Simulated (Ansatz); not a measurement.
IrC:
```xyz
2
Lattice="3.0314 0.0000 0.0000 -1.5157 2.6253 0.0000 0.0000 0.0000 2.6582" Properties=species:S:1:pos:R:3 pbc="T T T"
Ir     0.0000     0.0000     0.0000
C      0.0000     1.7502     1.3291
```

Relaxed with r²SCAN. Special points in fractions of this cell's reciprocal vectors: Γ (0.000, 0.000, 0.000); M (0.500, 0.000, 0.000); K (0.333, 0.333, 0.000); A (0.000, 0.000, 0.500); L (0.500, 0.000, 0.500); H (0.333, 0.333, 0.500).

Question: List the band energies nearest the Fermi level at these points for r²SCAN (plane waves, PAW; program Ansatz).

Answer: In eV from the Fermi level; about four levels below and three above (degenerate sets whole), none deeper than 8.9 eV; … stands for higher levels left out; points with the same levels are listed once.

```csv
k,below,above
Γ,-6.56 -6.56 -1.52 -1.52 -0.41,3.00 3.00 …
M,-3.54 -1.92 -0.72 -0.45,4.25 …
K,-2.87 -2.71 -2.64 -0.57,5.19 …
A,-5.93 -5.93 -3.99 -3.99,0.91 1.72 1.72
L,-6.17 -1.97 -1.15 -0.01,2.47 5.24 …
H,-7.87 -3.82 -3.51 -0.58,1.17 2.47 5.88
```

Space group P-6m2. The start of the workflow was typed in or built on a structure type; neither database checked (COD, Materials Project) lists it. Whether it is the stable phase at ambient conditions was not checked. The cell was relaxed with r²SCAN under the symmetry of its start; whether a distortion lowers the energy is not shown. No spin polarisation was allowed. Its formation energy is positive at this level, so the cell may be metastable or incomplete. Scalar-relativistic: spin–orbit coupling is off unless named, which matters more the heavier the elements.

Potentials: the earlier of the program's two PAW sets.
